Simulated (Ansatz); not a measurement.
AlGa2N3 as one 6-atom ordering (I4/mmm) on the rocksalt lattice at its r2SCAN geometry, run in the PAW code Ansatz at 2 levels of theory. (Calculated; spin-unpolarised; the phase may be known or hypothetical.)

The r2SCAN input:
```yaml
crystal:
  lattice:
    - [-1.4705221966, 1.4705221966, 6.2527666778]
    - [1.4705221966, -1.4705221966, 6.2527666778]
    - [1.4705221966, 1.4705221966, -6.2527666778]
  atoms:
    - { symbol: Al, position: [0.0, 0.0, 0.0] }
    - { symbol: "N", position: [0.8362371657, 0.8362371657, 0.0] }
    - { symbol: Ga, position: [0.3341054568, 0.3341054568, 0.0] }
    - { symbol: "N", position: [0.1637628343, 0.1637628343, 0.0] }
    - { symbol: Ga, position: [0.6658945432, 0.6658945432, 0.0] }
    - { symbol: "N", position: [0.5, 0.5, 0.0] }
kpoints:
  mp_grid: { grid: [12, 12, 12] }
  band_path:
    path:
      - [0.0, 0.0, 0.0]
      - [0.0, 0.0, 0.5]
      - [0.25, 0.25, 0.25]
      - [0.0, 0.5, 0.0]
      - [0.5, 0.5, -0.5]
      - [0.2638273428, 0.7361726572, -0.2638273428]
      - [-0.2638273428, 0.2638273428, 0.2638273428]
      - [-0.0276546857, 0.0276546857, 0.5]
      - [0.5, 0.5, -0.0276546857]
      - [0.322917, -0.328125, -0.497396]
      - [0.4, 0.4, -0.4]
    npoints: 1
hamiltonian:
  xc: r2scan
scf:
  occupations: { method: fixed }
  n_extra_bands: 5
output:
  forces: true
  stress: true
  eigenvalues: true
```

Main results, then, where recorded, the levels near the gap in eV from the Fermi energy (columns number the bands from 0), one row a point of the path (Γ, X, P, N, M, S, S₀, R, G, (0.323, -0.328, -0.497), Γ–M (0.80)):
```
Crystal: 6 atoms, lattice volume = 54.085 Å³
Symmetry: 16 space group operations
Space group: I4/mmm (ITA 139)
```
```
Basis set: ecut = 500 eV, 1347 PW (Γ), FFT grids on a1+a3, a2+a3, a3
Bands: 27, of which v1, the nominal top of the filled ones, is band 22 counted from 1 (21 counted from 0)
k-points: 163 of 1728
Free energy (F): -9278.859692 eV
Fermi energy:    12.610737 eV
--- Forces (eV/Å), atoms counted from 1 ---
  atom   1  Al      0.00000      0.00000      0.00000
  atom   2  N       0.00000      0.00000      0.00083
  atom   3  Ga      0.00000      0.00000      0.00037
  atom   4  N       0.00000      0.00000    -0.00083
  atom   5  Ga      0.00000      0.00000    -0.00037
  atom   6  N       0.00000      0.00000      0.00000
--- Stress (GPa, compression-positive) ---
        0.000404       0.000000       0.000000
        0.000000       0.000404       0.000000
        0.000000       0.000000      -0.034053
  P = ⅓ Tr σ = -0.0111 GPa (-0.111 kbar)
```
```tsv
band_18	band_19	band_20	band_21	band_22	band_23	band_24
-2.541	-0.527	-0.512	-0.512	3.315	3.457	5.577
-4.348	-4.134	-3.233	-3.216	1.950	4.458	6.414
-3.678	-3.633	-3.633	-3.571	2.321	3.719	7.092
-1.291	-0.601	-0.391	-0.354	5.652	7.225	7.561
-1.503	-1.503	-1.053	-1.053	2.056	5.702	6.886
-1.322	-0.911	-0.436	-0.305	6.040	6.255	7.270
-1.322	-0.911	-0.436	-0.305	6.040	6.255	7.270
-4.311	-4.070	-3.281	-3.265	2.055	4.490	6.455
-4.311	-4.070	-3.281	-3.265	2.055	4.490	6.455
-2.553	-2.184	-0.619	0.005	5.193	6.729	7.850
-1.629	-1.629	-0.950	-0.950	2.123	5.428	6.950
```

With r2SCAN the valence top lies at k = (0.323, -0.328, -0.497) and the conduction bottom at X, 1.95 eV higher; the smallest vertical gap, at Γ–M (0.80 of the way from Γ), is 3.07 eV.

**Question.** Another run on the same cell gave
```
Basis set: ecut = 420 eV, 1033 PW (Γ), FFT grids on a1+a3, a2+a3, a3
Bands: 27, of which v1, the nominal top of the filled ones, is band 22 counted from 1 (21 counted from 0)
k-points: 59 of 512
hybrid outer 1: dexx = +2.389e-2 eV, tail = 6.63e-5 eV
hybrid outer 2: dexx = +1.639e-6 eV, tail = 4.23e-8 eV, Δε = 2.45e-3 eV, ΔF = 2.93e-3 eV/Å
Free energy (F): -9259.178078 eV
Fermi energy:    11.945297 eV
--- Forces (eV/Å), atoms counted from 1 ---
  atom   1  Al      0.00000      0.00000      0.00000
  atom   2  N       0.00000      0.00000    -0.01656
  atom   3  Ga      0.00000      0.00000      0.03802
  atom   4  N       0.00000      0.00000      0.01656
  atom   5  Ga      0.00000      0.00000    -0.03802
  atom   6  N       0.00000      0.00000      0.00000
--- Stress (GPa, compression-positive) ---
       -1.422582       0.000000       0.000000
        0.000000      -1.422582       0.000000
        0.000000       0.000000      -1.540309
  P = ⅓ Tr σ = -1.4618 GPa (-14.618 kbar)
```
```tsv
band_18	band_19	band_20	band_21	band_22	band_23	band_24
-2.588	-0.446	-0.431	-0.431	4.208	4.360	6.283
-4.502	-4.263	-3.304	-3.288	2.774	5.394	7.139
-3.758	-3.742	-3.742	-3.655	3.181	4.532	7.918
-1.255	-0.547	-0.333	-0.295	6.329	7.982	8.311
-1.469	-1.469	-1.022	-1.022	2.874	6.660	7.697
-1.289	-0.881	-0.380	-0.243	6.750	6.954	8.083
-1.289	-0.881	-0.380	-0.243	6.750	6.954	8.083
-4.394	-4.194	-3.354	-3.341	2.882	5.428	7.181
-4.394	-4.194	-3.354	-3.341	2.882	5.428	7.181
-2.602	-2.231	-0.551	0.101	6.130	7.684	8.681
-1.609	-1.609	-0.907	-0.907	2.945	6.353	7.717
```
Which level of theory gave it?

**Answer.** It is HSE06, judged by the exchange loop and the size of the gap (a near hybrid could fit too), on 8×8×8; the blocks that differ from the first input, but for the band path:
```yaml
kpoints:
  mp_grid: { grid: [8, 8, 8] }
hamiltonian:
  xc: hse06
```
The HSE06 gap is indirect, 2.67 eV (k = (0.323, -0.328, -0.497) to X), below the direct gap of 3.84 eV at Γ–M (0.75 of the way from Γ). With the atoms held, the mean pressure is -1.5 GPa (compression positive). The stress of a hybrid is loosely converged here.

Small level splittings and stresses of the hybrids carry the error of their coarser meshes.

Totals of different functionals can't be compared.

Spin-orbit coupling is left out.
